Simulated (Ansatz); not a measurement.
TiSeS:
```cif
data_SSeTi
_chemical_formula_sum 'Ti1 Se1 S1'
_space_group_name_H-M_alt 'P3m1'
_space_group_IT_number 156
_space_group_name_Hall 'P 3 -2"'
_cell_length_a 3.47773
_cell_length_b 3.47773
_cell_length_c 5.99169
_cell_angle_alpha 90.000
_cell_angle_beta 90.000
_cell_angle_gamma 120.000
loop_
_atom_site_label
_atom_site_type_symbol
_atom_site_symmetry_multiplicity
_atom_site_Wyckoff_symbol
_atom_site_fract_x
_atom_site_fract_y
_atom_site_fract_z
_atom_site_occupancy
Ti1 Ti 1 b 0.33333 0.66667 0.98559 1
Se1 Se 1 c 0.66667 0.33333 0.25086 1
S1 S 1 a 0.00000 0.00000 0.76355 1
```

Relaxed at zero pressure with r²SCAN+D4 in the plane-wave PAW code Ansatz.

The volume is raised by 9 % and shape and atoms relax at that volume. What pressure results, and how do the axes share the change?

-1.3 GPa; a 0.7 %, b 0.7 %, c 7.4 %; the energy rises by 10 meV/atom.

Give the new structure.


Space group P3m1 (No. 156); a = 3.5037 Å, b = 3.5037 Å, c = 6.4345 Å, α = 90.00°, β = 90.00°, γ = 120.00°

```tsv
atom	site	symmetry	x	y	z
Ti	1b	3m.	0.3333	0.6667	0.9862
Se	1c	3m.	0.6667	0.3333	0.2331
S	1a	3m.	0.0000	0.0000	0.7807
```

The phase is kept; no other phase was compared at this pressure.

The first step of the workflow began from a Materials Project structure, measured or hypothetical; the Crystallography Open Database copy checked does not list it. Its standing as an ambient phase is unchecked. The r²SCAN+D4 relaxation kept the symmetry of its start; its stability against distortions is not shown here. No spin polarisation was allowed.

Potentials: the later of the program's two PAW sets.
